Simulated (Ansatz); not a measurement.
A geometry of Cu$_{2}$O away from equilibrium: the start of the relaxation of a relaxed Cu2O cell, doubled along one cell vector, shaken by Gaussian noise of σ = 0.08 Å a coordinate. These are r2SCAN (plane waves to 500 eV, PAW, scalar-relativistic; Ansatz, a program for electronic structure) values and carry that method's errors. Γ-centred k-mesh 3×6×6 on the run's cell (coarser than for final values), Fermi–Dirac smearing 0.05 eV.

```xyz
12
Lattice="8.4891 0.0000 0.0000 0.0000 4.2445 0.0000 0.0000 0.0000 4.2445" Properties=species:S:1:pos:R:3 pbc="T T T"
Cu     3.1855     3.0968     3.1840
Cu     7.3852     3.1640     3.0690
Cu     3.1307     1.1541     1.0832
Cu     7.4378     1.1645     1.1530
Cu     1.0076     3.2578     1.0241
Cu     5.2194     3.1964     1.1527
Cu     1.0324     1.0460     3.3558
Cu     5.2600     0.8840     3.1593
O     -0.0619     0.1385    -0.1089
O      4.2311    -0.0945     0.1764
O      2.1793     2.1324     2.1374
O      6.3986     2.0784     2.2192
```

Problem. Give the Cartesian forces on all atoms (eV/Å).

Solution. 
| atom | Fx | Fy | Fz |
|---|---|---|---|
| Cu1 | 1.27 | 1.27 | 1.59 |
| Cu2 | 1.97 | 2.34 | 1.93 |
| Cu3 | 1.45 | -1.71 | -1.26 |
| Cu4 | 1.11 | -1.18 | -1.50 |
| Cu5 | 0.21 | -0.26 | 0.19 |
| Cu6 | 2.28 | -2.15 | 2.20 |
| Cu7 | 4.06 | 3.56 | -3.49 |
| Cu8 | 0.06 | 0.14 | 0.31 |
| O9 | -3.72 | -3.48 | 3.09 |
| O10 | -2.23 | 1.90 | -2.66 |
| O11 | -3.22 | 0.36 | 0.43 |
| O12 | -3.26 | -0.79 | -0.84 |

Problem. What is the pressure?

Solution. +4.5 GPa, compression positive.

No spin polarisation in the result.
